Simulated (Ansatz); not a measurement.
YbGe$_{2}$ in space group P6/mmm (No. 191; Yb on 1a, Ge on 2d) under volume change, PBE (plane waves, PAW; program Ansatz), shape and atoms relaxed at each volume.

| V (Å³/atom) | E − E(relaxed) (meV/atom) | P (GPa) |
|---|---|---|
| 20.301 | 29.7 | 5.10 |
| 20.970 | 12.6 | 3.15 |
| 21.639 | 3.0 | 1.46 |
| 22.308 | 0.0 | 0.00 |
| 22.978 | 2.7 | -1.25 |
| 23.647 | 10.2 | -2.31 |
| 24.316 | 21.8 | -3.24 |

What does a third-order Birch–Murnaghan fit give for V₀, B₀ and B′?

V₀ = 22.31 Å³/atom, B₀ = 44.7 GPa, B′ = 4.0.

The cell is a constructed one: a structure type filled with these elements; neither database checked (COD, Materials Project) lists it. Whether it is the stable phase at ambient conditions was not checked. Symmetry was held in the PBE relaxation; its stability against distortions is not shown here. The workflow began spin-polarised and lost its moments. The 4f shell is in the valence. No Hubbard U is applied. Spin–orbit coupling is left out wherever it is not named.

Potentials: the later of the program's two PAW sets.
